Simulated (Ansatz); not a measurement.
This cell of P (black-P type, space group Cmce) is off equilibrium:

```xyz
4
Lattice="1.6428 -5.3185 0.0000 1.6428 5.3185 0.0000 0.0000 0.0000 4.4442" Properties=species:S:1:pos:R:3 pbc="T T T"
P      1.6428     1.0611     2.5958
P      1.6428    -1.0611     1.8484
P      1.6428    -4.2574     4.0705
P      1.6428     4.2574     0.3737
```

These are r2SCAN+rVV10 (plane waves to 500 eV, PAW, scalar-relativistic; Ansatz, an electronic-structure program) values and carry that method's errors. k mesh 10×10×8 (Γ-centred), Fermi-Dirac smearing 0.05 eV. The energy includes the smearing's −TS. Compression counts positive. P was relaxed with its symmetry unable to fall.

**Question.** Give the stress tensor in GPa and the pressure.

**Answer.** 
```
    1.3      0.0      0.0
    0.0      0.3      0.0
    0.0      0.0      0.5
```
The pressure, a third of the trace, is 0.7 GPa.

**Question.** It is the relaxed cell scaled evenly to V/V₀ = 0.985, atoms relaxed where free. What is its energy relative to the relaxed cell?

**Answer.** 1 meV/atom.

(Under strain, the slope of the energy per volume gives the stress and its curvature an elastic modulus.)
